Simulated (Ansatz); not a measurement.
Input:

GaPt3:
```
CELL_PARAMETERS angstrom
     -2.73610     2.73610     3.93996
      2.73610    -2.73610     3.93996
      2.73610     2.73610    -3.93996
ATOMIC_POSITIONS crystal
  Ga 0.25000 0.75000 0.50000
  Ga 0.75000 0.25000 0.50000
  Pt 0.28847 0.78847 0.07694
  Pt 0.71153 0.21153 0.92306
  Pt 0.78847 0.71153 0.50000
  Pt 0.21153 0.28847 0.50000
  Pt 0.75000 0.75000 0.00000
  Pt 0.25000 0.25000 0.00000
```

This is the PBEsol-relaxed structure. Cartesian axes are those of the cell as given.

Q: All from PBEsol (plane waves, PAW; program Ansatz), unless another level is named. Estimate the Poisson's ratio.

A: 0.37.

Q: And the elastic constants (relaxed ions, GPa)?

A: C11 = 363, C12 = 158, C13 = 210, C33 = 314, C44 = 94.3, C66 = 39.0.

Space group I4/mcm. The first step of the workflow began from a Materials Project structure, measured or hypothetical; the Crystallography Open Database copy checked does not list it. COD files the formula under space group No. 127. Whether it is the stable phase at ambient conditions was not checked. Symmetry was held in the PBEsol relaxation; whether a distortion lowers the energy is not shown. No spin polarisation was allowed. As this level gives no gap, shear constants depend on the k-mesh and smearing (Fermi–Dirac, 0.1 eV here). On the denser mesh and wider smearing of the elastic run this cell carries a stress of 0.3 GPa. Spin–orbit coupling is left out wherever it is not named.

Potentials: the later of the program's two PAW sets.
